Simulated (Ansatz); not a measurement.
One stationary structure of Cr. Space group Im-3m (No. 229), bcc (W type). All values below come from PBEsol (plane waves to 420 eV, PAW, scalar-relativistic; Ansatz, a program for electronic structure).

```xyz
1
Lattice="-1.4071 1.4071 1.4071 1.4071 -1.4071 1.4071 1.4071 1.4071 -1.4071" Properties=species:S:1:pos:R:3 pbc="T T T"
Cr     0.0000     0.0000     0.0000
```

What is the computed magnetic moment (PBEsol)?

Zero (the starting moments vanished).

No spin polarisation in the result: the starting moments vanished. A magnetic state may lie lower.

Measured for Cr: a 2.877 Å (static lattice; corrected from measurement; as listed in H. Levämäki et al., Physical Review B (2014)). Computed minus measured — a: PBEsol -2.2 %. The computed values are for a static lattice.

The run could not lose the symmetry of its start.
